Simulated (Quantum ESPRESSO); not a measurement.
Al3MgP3Se, convergence and cost over cutoff and k mesh

A calculation, not a measurement. The program is pw.x of Quantum ESPRESSO 7.5 (plane-wave density functional theory). The cell is made up: 8 atoms on a zincblende/diamond lattice, with randomly drawn elements, strain and displacements, not relaxed. PseudoDojo standard norm-conserving files (v0.5 for PBE, v0.4.1 for LDA and PBEsol) set the functional; there is no spin polarisation, spin-orbit coupling or dispersion term, and the masses in the input are unused placeholders.

Input of the run in row 2:

```
&control calculation='scf', pseudo_dir='./dojo.nc.sr.pbe.v0_5.standard.upf', outdir='./o', disk_io='medium', tprnfor=.true., tstress=.true. /
&system ibrav=0, nat=8, ntyp=4, nbnd=31, ecutwfc=85.99341389, nosym=.true., tot_charge=0,
 occupations='smearing', smearing='fd', degauss=0.0018374661
/
&electrons conv_thr=7.350e-09, electron_maxstep=60, /
ATOMIC_SPECIES
Al 1.0 Al.upf
Mg 1.0 Mg.upf
P 1.0 P.upf
Se 1.0 Se.upf
CELL_PARAMETERS angstrom
5.417 0.0 0.0
0.0 5.417 0.0
0.0 0.0 5.417
ATOMIC_POSITIONS angstrom
Al 0.0153 0.2245 -0.0182
Al 0.0811 2.7226 2.5809
Mg 2.8062 0.0659 2.698
Al 2.806 2.755 -0.0103
P 1.4799 1.321 1.4517
P 1.2142 4.0378 4.0301
Se 4.1537 1.2976 4.1055
P 4.0631 4.077 1.3871
K_POINTS automatic
4 4 4 1 1 1
```

The same cell was run at these settings. Meshes are shifted by half a step, and differences are from the last row, which is itself not exact.

```
cutoff (eV)     k mesh  k points solved  threshold (eV)  free energy less the last row's (eV)  pressure (GPa)  largest stress difference (GPa)  largest force difference (eV/Å)  iterations  wall time (s)  k-point pools                  processor
        819  2 x 2 x 2                4           1e-04                                 2.165           -5.25                            17.09                            0.055           7             41              1      AMD EPYC, Zen 5 class
       1170  4 x 4 x 4               32           1e-07                                 0.005           11.84                             0.01                            0.004          10            526              1      AMD EPYC, Zen 5 class
       1467  6 x 6 x 6              108           1e-07                                 0.000           11.83                             0.00                            0.000          10            309              4  Intel Xeon, 2023 or later
```

Each pool is one process. Wall times include start-up and a band step at six k points, which weighs most on the coarsest meshes. The runs were on shared virtual cores whose load varied, so times are rough.